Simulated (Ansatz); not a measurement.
**Where the states of Zr lie**

```cif
data_structure
_symmetry_space_group_name_H-M 'P6_3/mmc'
_symmetry_Int_Tables_number 194
_cell_length_a 3.2320
_cell_length_b 3.2320
_cell_length_c 5.1470
_cell_angle_alpha 90.000
_cell_angle_beta 90.000
_cell_angle_gamma 120.000
_cell_volume 46.56
loop_
_atom_site_label
_atom_site_type_symbol
_atom_site_symmetry_multiplicity
_atom_site_Wyckoff_symbol
_atom_site_fract_x
_atom_site_fract_y
_atom_site_fract_z
_atom_site_occupancy
Zr1 Zr 2 c 0.33333 0.66667 0.25000 1
```

The runs use the primitive cell with vectors (3.232, 0.000, 0.000), (-1.616, 2.799, 0.000), (0.000, 0.000, 5.147) Å, to which the k mesh refers.

The structure is hexagonal, space group P6_3/mmc (No. 194). Conventional cell: a = 3.232 Å, b = 3.232 Å, c = 5.147 Å, α = 90.00°, β = 90.00°, γ = 120.00°. Zr (site symmetry -6m2) has 12 Zr at 3.18 to 3.23 Å as nearest neighbours.

The geometry is COD entry 9008523, unchecked; take it as a test cell.

All numbers below come from Ansatz 0.2.0, DFT, LDA, all-electron LAPW, scalar-relativistic.

Sampling and basis: a Γ-centred 13×13×7 k mesh, Fermi–Dirac smearing of 0.03 eV, basis error target 0.25 meV/atom, no spin polarisation.

**Question.** Which of the resolved shells contributes most within 0.3 eV of the Fermi level?

**Answer.** Zr 4d, with 90 % of all states there; Zr 5s follows with 5 %.

**Question.** Where is the centre of the filled Zr 4d states between -14 eV and the top of the filled states?

**Answer.** -1.47 eV from the Fermi level.

**Question.** Tabulate the density of states.

**Answer.** States per eV and cell, averaged over 0.4 eV, from -5.8 to 1.2 eV, with energies (bin centres) from the Fermi level; empty bins are left out. The partial columns, the largest 3 alone, are projections on Löwdin-orthogonalised atomic shells (those that the program's projection atoms carry: the occupied ones and, for some elements, an empty d or f shell; other empty shells have no column), summed over atoms of an element. Weights on diffuse s and p shells depend on that basis and aren't pure angular character.
```
E (eV)  total  Zr 4d  Zr 5s  Zr 4p
  -5.7   0.01   0.00   0.01   0.00
  -5.3   0.10   0.00   0.09   0.00
  -4.9   0.17   0.00   0.15   0.00
  -4.5   0.24   0.01   0.21   0.01
  -4.1   0.35   0.03   0.29   0.01
  -3.7   0.44   0.07   0.34   0.01
  -3.3   0.71   0.22   0.45   0.02
  -2.9   1.83   1.15   0.62   0.03
  -2.5   2.34   1.75   0.53   0.03
  -2.1   2.72   2.34   0.33   0.03
  -1.7   2.08   1.83   0.19   0.03
  -1.3   2.28   2.09   0.12   0.03
  -0.9   3.18   2.89   0.16   0.04
  -0.5   2.56   2.27   0.17   0.03
  -0.1   1.45   1.31   0.06   0.02
   0.3   3.85   3.49   0.18   0.03
   0.7   3.57   3.14   0.22   0.03
   1.1   3.93   3.42   0.23   0.02
```
